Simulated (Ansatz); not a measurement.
Pb₂HfO₄ in the borrowed MnGa2S4 type (No. 82): a relaxation of cell and atoms in the PAW code Ansatz (PBEsol). It starts from a guessed cell.

```yaml
crystal:
  lattice:
    - [-2.4686046, 2.4686046, 4.65735165]
    - [2.4686046, -2.4686046, 4.65735165]
    - [2.4686046, 2.4686046, -4.65735165]
  atoms:
    - { symbol: Hf, position: [0.25, 0.75, 0.5] }
    - { symbol: Pb, position: [0.75, 0.25, 0.5] }
    - { symbol: Pb, position: [0.5, 0.5, 0.0] }
    - { symbol: O, position: [0.37923259, 0.87918127, 0.02051129] }
    - { symbol: O, position: [0.12081873, 0.14133002, 0.50005132] }
    - { symbol: O, position: [0.6412787, 0.62076741, 0.49994868] }
    - { symbol: O, position: [0.85866998, 0.3587213, 0.97948871] }
kpoints:
  mp_grid: { grid: [6, 6, 6] }
hamiltonian:
  xc: pbesol
scf:
  occupations: { method: fermi_dirac, width: 0.03 }
relax:
  f_tol: 0.01
  cell: {}
  max_steps: 120
```

The trajectory has 20 recorded frames, each with fractional positions and then forces in eV/Å along x, y and z. Some frames, the last among them, repeat a geometry solved again on a basis re-selected at its cell; pressure is positive in compression.

Step 1: energy 0.0 meV/atom from step 1, largest force component 5.342 eV/Å, pressure +22.08 GPa; a = 5.821 Å, b = 5.821 Å, c = 5.821 Å, α = 129.81°, β = 129.81°, γ = 73.71°
```
Hf 0.2500 0.7500 0.5000     0.000   0.000   0.000
Pb 0.7500 0.2500 0.5000     0.000   0.000   0.000
Pb 0.5000 0.5000 0.0000     0.000   0.000   0.000
O  0.3792 0.8792 0.0205    -1.725  -5.342   1.735
O  0.1208 0.1413 0.5001    -5.342   1.725  -1.735
O  0.6413 0.6208 0.4999     5.342  -1.725  -1.735
O  0.8587 0.3587 0.9795     1.725   5.342   1.735
```

Step 2: energy -672.9 meV/atom from step 1, largest force component 2.913 eV/Å, pressure +9.60 GPa; a = 5.967 Å, b = 5.967 Å, c = 5.967 Å, α = 129.84°, β = 129.84°, γ = 73.67°
```
Hf 0.2500 0.7500 0.5000     0.000   0.000   0.000
Pb 0.7500 0.2500 0.5000     0.000   0.000   0.000
Pb 0.5000 0.5000 0.0000     0.000   0.000   0.000
O  0.3557 0.8720 0.9724    -1.561  -2.913   1.465
O  0.1280 0.1004 0.4838    -2.913   1.561  -1.465
O  0.6167 0.6443 0.5162     2.913  -1.561  -1.465
O  0.8996 0.3833 0.0276     1.561   2.913   1.465
```

Step 3: energy -820.6 meV/atom from step 1, largest force component 2.140 eV/Å, pressure +5.13 GPa; a = 6.170 Å, b = 6.170 Å, c = 6.170 Å, α = 130.73°, β = 130.73°, γ = 72.25°
```
Hf 0.2500 0.7500 0.5000     0.000   0.000   0.000
Pb 0.7500 0.2500 0.5000     0.000   0.000   0.000
Pb 0.5000 0.5000 0.0000     0.000   0.000   0.000
O  0.3696 0.8642 0.9613    -1.239  -2.140   1.095
O  0.1358 0.0971 0.5054    -2.140   1.239  -1.095
O  0.5917 0.6304 0.4946     2.140  -1.239  -1.095
O  0.9029 0.4083 0.0387     1.239   2.140   1.095
```

Step 4 (rejected): energy -786.2 meV/atom from step 1, largest force component 2.524 eV/Å, pressure +17.13 GPa; a = 6.180 Å, b = 6.180 Å, c = 6.180 Å, α = 130.81°, β = 130.81°, γ = 72.12°
```
Hf 0.2500 0.7500 0.5000     0.000   0.000   0.000
Pb 0.7500 0.2500 0.5000     0.000   0.000   0.000
Pb 0.5000 0.5000 0.0000     0.000   0.000   0.000
O  0.3580 0.8526 0.9152     2.389   2.430  -2.524
O  0.1474 0.0626 0.5054     2.430  -2.389   2.524
O  0.5572 0.6420 0.4946    -2.430   2.389   2.524
O  0.9374 0.4428 0.0848    -2.389  -2.430  -2.524
```

Step 5: energy -927.7 meV/atom from step 1, largest force component 0.729 eV/Å, pressure +2.17 GPa; a = 6.292 Å, b = 6.292 Å, c = 6.292 Å, α = 130.92°, β = 130.92°, γ = 71.94°
```
Hf 0.2500 0.7500 0.5000     0.000   0.000   0.000
Pb 0.7500 0.2500 0.5000     0.000   0.000   0.000
Pb 0.5000 0.5000 0.0000     0.000   0.000   0.000
O  0.3670 0.8577 0.9418    -0.515  -0.729   0.400
O  0.1423 0.0841 0.5093    -0.729   0.515  -0.400
O  0.5748 0.6330 0.4907     0.729  -0.515  -0.400
O  0.9159 0.4252 0.0582     0.515   0.729   0.400
```

Step 6: energy -945.9 meV/atom from step 1, largest force component 0.108 eV/Å, pressure -0.32 GPa; a = 6.416 Å, b = 6.416 Å, c = 6.416 Å, α = 131.23°, β = 131.23°, γ = 71.45°
```
Hf 0.2500 0.7500 0.5000     0.000   0.000   0.000
Pb 0.7500 0.2500 0.5000     0.000   0.000   0.000
Pb 0.5000 0.5000 0.0000     0.000   0.000   0.000
O  0.3715 0.8503 0.9316    -0.108  -0.072   0.087
O  0.1497 0.0813 0.5212    -0.072   0.108  -0.087
O  0.5601 0.6285 0.4788     0.072  -0.108  -0.087
O  0.9187 0.4399 0.0684     0.108   0.072   0.087
```

Step 7: energy -946.0 meV/atom from step 1, largest force component 0.029 eV/Å, pressure +0.06 GPa; a = 6.435 Å, b = 6.435 Å, c = 6.435 Å, α = 131.34°, β = 131.34°, γ = 71.28°
```
Hf 0.2500 0.7500 0.5000     0.000   0.000   0.000
Pb 0.7500 0.2500 0.5000     0.000   0.000   0.000
Pb 0.5000 0.5000 0.0000     0.000   0.000   0.000
O  0.3764 0.8478 0.9310     0.000  -0.029  -0.012
O  0.1522 0.0832 0.5286    -0.029   0.000   0.012
O  0.5546 0.6236 0.4714     0.029   0.000   0.012
O  0.9168 0.4454 0.0690     0.000   0.029  -0.012
```

Step 8: energy -946.1 meV/atom from step 1, largest force component 0.005 eV/Å, pressure -0.04 GPa; a = 6.433 Å, b = 6.433 Å, c = 6.433 Å, α = 131.36°, β = 131.36°, γ = 71.24°
```
Hf 0.2500 0.7500 0.5000     0.000   0.000   0.000
Pb 0.7500 0.2500 0.5000     0.000   0.000   0.000
Pb 0.5000 0.5000 0.0000     0.000   0.000   0.000
O  0.3743 0.8483 0.9304     0.000   0.005   0.002
O  0.1517 0.0822 0.5260     0.005   0.000  -0.002
O  0.5562 0.6257 0.4740    -0.005   0.000  -0.002
O  0.9178 0.4438 0.0696     0.000  -0.005   0.002
```

Step 9: energy -946.2 meV/atom from step 1, largest force component 0.000 eV/Å, pressure 0.00 GPa; a = 6.431 Å, b = 6.431 Å, c = 6.431 Å, α = 131.34°, β = 131.34°, γ = 71.27°
```
Hf 0.2500 0.7500 0.5000     0.000   0.000   0.000
Pb 0.7500 0.2500 0.5000     0.000   0.000   0.000
Pb 0.5000 0.5000 0.0000     0.000   0.000   0.000
O  0.3744 0.8483 0.9305     0.000   0.000   0.000
O  0.1517 0.0823 0.5262     0.000   0.000   0.000
O  0.5561 0.6256 0.4738     0.000   0.000   0.000
O  0.9177 0.4439 0.0695     0.000   0.000   0.000
```

Step 10: energy -992.3 meV/atom from step 1, largest force component 0.004 eV/Å, pressure +2.73 GPa; a = 6.431 Å, b = 6.431 Å, c = 6.431 Å, α = 131.34°, β = 131.34°, γ = 71.27°
```
Hf 0.2500 0.7500 0.5000     0.000   0.000   0.000
Pb 0.7500 0.2500 0.5000     0.000   0.000   0.000
Pb 0.5000 0.5000 0.0000     0.000   0.000   0.000
O  0.3744 0.8483 0.9305     0.001  -0.001  -0.004
O  0.1517 0.0823 0.5262    -0.001  -0.001   0.004
O  0.5561 0.6256 0.4738     0.001   0.001   0.004
O  0.9177 0.4439 0.0695    -0.001   0.001  -0.004
```

Step 11: energy -1004.0 meV/atom from step 1, largest force component 0.016 eV/Å, pressure +0.71 GPa; a = 6.596 Å, b = 6.596 Å, c = 6.596 Å, α = 132.29°, β = 132.29°, γ = 69.78°
```
Hf 0.2500 0.7500 0.5000     0.000   0.000   0.000
Pb 0.7500 0.2500 0.5000     0.000   0.000   0.000
Pb 0.5000 0.5000 0.0000     0.000   0.000   0.000
O  0.3866 0.8413 0.9283     0.000   0.016   0.002
O  0.1587 0.0870 0.5453     0.016   0.000  -0.002
O  0.5417 0.6134 0.4547    -0.016   0.000  -0.002
O  0.9130 0.4583 0.0717     0.000  -0.016   0.002
```

Step 12: energy -1005.0 meV/atom from step 1, largest force component 0.011 eV/Å, pressure -0.40 GPa; a = 6.760 Å, b = 6.760 Å, c = 6.760 Å, α = 133.70°, β = 133.70°, γ = 67.56°
```
Hf 0.2500 0.7500 0.5000     0.000   0.000   0.000
Pb 0.7500 0.2500 0.5000     0.000   0.000   0.000
Pb 0.5000 0.5000 0.0000     0.000   0.000   0.000
O  0.3963 0.8353 0.9268     0.010   0.004  -0.011
O  0.1647 0.0915 0.5610     0.004  -0.010   0.011
O  0.5305 0.6037 0.4390    -0.004   0.010   0.011
O  0.9085 0.4695 0.0732    -0.010  -0.004  -0.011
```

Step 13: energy -1006.1 meV/atom from step 1, largest force component 0.010 eV/Å, pressure -0.07 GPa; a = 6.737 Å, b = 6.737 Å, c = 6.737 Å, α = 133.65°, β = 133.65°, γ = 67.64°
```
Hf 0.2500 0.7500 0.5000     0.000   0.000   0.000
Pb 0.7500 0.2500 0.5000     0.000   0.000   0.000
Pb 0.5000 0.5000 0.0000     0.000   0.000   0.000
O  0.3936 0.8366 0.9272     0.005   0.006   0.010
O  0.1634 0.0906 0.5570     0.006  -0.005  -0.010
O  0.5336 0.6064 0.4430    -0.006   0.005  -0.010
O  0.9094 0.4664 0.0728    -0.005  -0.006   0.010
```

Step 14: energy -1006.2 meV/atom from step 1, largest force component 0.004 eV/Å, pressure +0.02 GPa; a = 6.741 Å, b = 6.741 Å, c = 6.741 Å, α = 133.74°, β = 133.74°, γ = 67.49°
```
Hf 0.2500 0.7500 0.5000     0.000   0.000   0.000
Pb 0.7500 0.2500 0.5000     0.000   0.000   0.000
Pb 0.5000 0.5000 0.0000     0.000   0.000   0.000
O  0.3941 0.8367 0.9275     0.003   0.003  -0.004
O  0.1633 0.0908 0.5574     0.003  -0.003   0.004
O  0.5334 0.6059 0.4426    -0.003   0.003   0.004
O  0.9092 0.4666 0.0725    -0.003  -0.003  -0.004
```

Step 15: energy -1012.6 meV/atom from step 1, largest force component 0.004 eV/Å, pressure +0.17 GPa; a = 6.741 Å, b = 6.741 Å, c = 6.741 Å, α = 133.74°, β = 133.74°, γ = 67.49°
```
Hf 0.2500 0.7500 0.5000     0.000   0.000   0.000
Pb 0.7500 0.2500 0.5000     0.000   0.000   0.000
Pb 0.5000 0.5000 0.0000     0.000   0.000   0.000
O  0.3941 0.8367 0.9275     0.004   0.004  -0.004
O  0.1633 0.0908 0.5574     0.004  -0.004   0.004
O  0.5334 0.6059 0.4426    -0.004   0.004   0.004
O  0.9092 0.4666 0.0725    -0.004  -0.004  -0.004
```

Step 16: energy -1013.0 meV/atom from step 1, largest force component 0.001 eV/Å, pressure +0.03 GPa; a = 6.785 Å, b = 6.785 Å, c = 6.785 Å, α = 134.24°, β = 134.24°, γ = 66.72°
```
Hf 0.2500 0.7500 0.5000     0.000   0.000   0.000
Pb 0.7500 0.2500 0.5000     0.000   0.000   0.000
Pb 0.5000 0.5000 0.0000     0.000   0.000   0.000
O  0.3955 0.8357 0.9273    -0.001   0.001   0.000
O  0.1643 0.0916 0.5598     0.001   0.001   0.000
O  0.5318 0.6045 0.4402    -0.001  -0.001   0.000
O  0.9084 0.4682 0.0727     0.001  -0.001   0.000
```

Step 17: energy -1013.0 meV/atom from step 1, largest force component 0.000 eV/Å, pressure 0.00 GPa; a = 6.800 Å, b = 6.800 Å, c = 6.800 Å, α = 134.40°, β = 134.40°, γ = 66.46°
```
Hf 0.2500 0.7500 0.5000     0.000   0.000   0.000
Pb 0.7500 0.2500 0.5000     0.000   0.000   0.000
Pb 0.5000 0.5000 0.0000     0.000   0.000   0.000
O  0.3961 0.8352 0.9272     0.000   0.000   0.000
O  0.1648 0.0920 0.5609     0.000   0.000   0.000
O  0.5311 0.6039 0.4391     0.000   0.000   0.000
O  0.9080 0.4689 0.0728     0.000   0.000   0.000
```

Step 18: energy -1013.3 meV/atom from step 1, largest force component 0.000 eV/Å, pressure 0.00 GPa; a = 6.800 Å, b = 6.800 Å, c = 6.800 Å, α = 134.40°, β = 134.40°, γ = 66.46°
```
Hf 0.2500 0.7500 0.5000     0.000   0.000   0.000
Pb 0.7500 0.2500 0.5000     0.000   0.000   0.000
Pb 0.5000 0.5000 0.0000     0.000   0.000   0.000
O  0.3961 0.8352 0.9272     0.000   0.000   0.000
O  0.1648 0.0920 0.5609     0.000   0.000   0.000
O  0.5311 0.6039 0.4391     0.000   0.000   0.000
O  0.9080 0.4689 0.0728     0.000   0.000   0.000
```

Step 19: energy -1013.3 meV/atom from step 1, largest force component 0.000 eV/Å, pressure 0.00 GPa; a = 6.806 Å, b = 6.806 Å, c = 6.806 Å, α = 134.48°, β = 134.48°, γ = 66.34°
```
Hf 0.2500 0.7500 0.5000     0.000   0.000   0.000
Pb 0.7500 0.2500 0.5000     0.000   0.000   0.000
Pb 0.5000 0.5000 0.0000     0.000   0.000   0.000
O  0.3962 0.8351 0.9272     0.000   0.000   0.000
O  0.1649 0.0921 0.5611     0.000   0.000   0.000
O  0.5309 0.6038 0.4389     0.000   0.000   0.000
O  0.9079 0.4691 0.0728     0.000   0.000   0.000
```

Step 20: energy -1013.3 meV/atom from step 1, largest force component 0.000 eV/Å, pressure 0.00 GPa; a = 6.806 Å, b = 6.806 Å, c = 6.806 Å, α = 134.48°, β = 134.48°, γ = 66.34°
```
Hf 0.2500 0.7500 0.5000     0.000   0.000   0.000
Pb 0.7500 0.2500 0.5000     0.000   0.000   0.000
Pb 0.5000 0.5000 0.0000     0.000   0.000   0.000
O  0.3962 0.8351 0.9272     0.000   0.000   0.000
O  0.1649 0.0921 0.5611     0.000   0.000   0.000
O  0.5309 0.6038 0.4389     0.000   0.000   0.000
O  0.9079 0.4691 0.0728     0.000   0.000   0.000
```

The walk took 16 steps, besides SCFs solved again on a fresh basis, and changed the volume by +39.2 %. The last SCF, on a fresh basis, lies 1013 meV an atom below the first. At the end: the symmetry is I-4 (No. 82, tetragonal); conventional cell a = 5.266 Å, c = 11.394 Å, 22.57 Å³ an atom. Hf has 4 O at 1.96 Å; Pb has 4 O at 2.42 Å; Pb has 4 O at 2.40 Å; O has 1 Hf at 1.96 Å and 2 Pb at 2.40–2.42 Å.

Command: `ansatz run input.yaml --threads 4 --pin off --max-ram 4608MiB --backend cpu --events-out ev --progress --plain --runs-dir out`. Wall time 97 s on 4 threads of Arm Neoverse V2 (shared host); peak host memory 0.59 GiB.

Spin-unpolarised throughout. Whether this structure exists isn't addressed.
